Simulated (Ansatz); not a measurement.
Sb (space group R-3m)

```
Sb
1.0
    2.18716     1.26276     3.84671
   -2.18716     1.26276     3.84671
    0.00000    -2.52551     3.84671
Sb
2
Direct
  0.26727   0.26727   0.26727
  0.73273   0.73273   0.73273
```

The slice is a (0001) plane (indices of the conventional cell) through the point (0.733, 0.733, 0.733) (fractional), spanned by u = [1 0 -1] and v = [-1 2 -1] in vectors of this cell: u (4.37 Å) and v (7.58 Å, at 90° to u). It covers one period; positions are fractions (u, v).

Level of theory: PBE (plane waves to 420 eV, PAW, scalar-relativistic; Ansatz, an electronic-structure program). k mesh 13×13×13. Inside the PAW spheres the values are not all-electron values, and peaks at nuclei hang on which shells count as valence. Sb was relaxed with its symmetry unable to fall. Spin-orbit coupling is left out, though Sb is heavy.

### Question
Sketch the electron localisation function (ELF) on this plane as a map.

### Answer
```
|xx2679643469762x|
|0256897545798652|
|5668986555689866|
|6789876555678987|
|7776555555555677|
|4433334555433334|
|1111134666431111|
|0000146787641000|
|0001368999863100|
|0002688777886200|
|0014776656677410|
|0036765202567630|
|0147762xxx267741|
|1258751xxx157852|
|3469762xxx267964|
|4579865202568975|
|5568986656689865|
|5567898767898765|
|5555567777765555|
|5543333444333345|
|6643111111111346|
|8764100000001467|
|9986310000013689|
|7788620000026887|
|5667741000147766|
|0256763000367652|
|xx2677410147762x|
|xx1578521258751x|
```
Scale: ten equal steps from 0.04 (start of '0') to 0.55 (end of '9'), in the order '0123456789'. Values: electron localisation function (ELF). The map has 16 points along u (one character each, u = 0 at the left) and 28 along v (v = 0 in the bottom row). Points within 0.5 Å of a nucleus are blanked (x), as the pseudised field means little there.
